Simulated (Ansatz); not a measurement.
## Fixed-spin-moment curve of Mn$_{3}$Cu

Level of theory: DFT PBEsol, scalar-relativistic, plane waves, PAW in Ansatz.

```
Mn Cu
1.0
     0.00000    2.83883    2.83883
     2.83883    0.00000    2.83883
     2.83883    2.83883    0.00000
Mn Cu
3 1
Direct
  0.25000 0.25000 0.25000
  0.75000 0.75000 0.75000
  0.50000 0.50000 0.50000
  0.00000 0.00000 0.00000
```

```
plane-wave cutoff : 420 eV
Γ-centred k-mesh  : 12×12×12
occupation rule   : Gaussian smearing, 0.1 eV
```

The total moment of the cell is held at each value, at fixed atoms.

Site moments are spin moments in atom-centred spheres that scale with the neighbour distance.

| held moment (μB/cell) | E above lowest (meV/atom) | P (GPa) | site moments (μB) |
| --- | --- | --- | --- |
| 0.00 | 105.7 | -16.6 | none over 0.05 |
| 1.88 | 0.0 | -0.8 | Mn +2.00 (×2), Mn -2.32, Cu +0.13 |
| 3.75 | 24.2 | 2.5 | Mn +2.54 (×2), Mn -1.63, Cu +0.14 |
| 5.62 | 77.0 | 2.1 | Mn +2.68 (×2), Mn -0.15, Cu +0.19 |
| 7.50 | 185.1 | 7.1 | Mn +2.85 (×2), Mn +1.10, Cu +0.30 |
| 9.38 | 370.0 | 17.5 | Mn +2.99 (×2), Mn +2.49, Cu +0.34 |
| 11.25 | 587.3 | 33.2 | Mn +3.36 (×3), Cu +0.39 |
| 13.12 | 1034.6 | 52.9 | Mn +3.78 (×2), Mn +3.84, Cu +0.52 |
| 15.00 | 1902.8 | 75.4 | Mn +4.13 (×2), Mn +4.21, Cu +0.72 |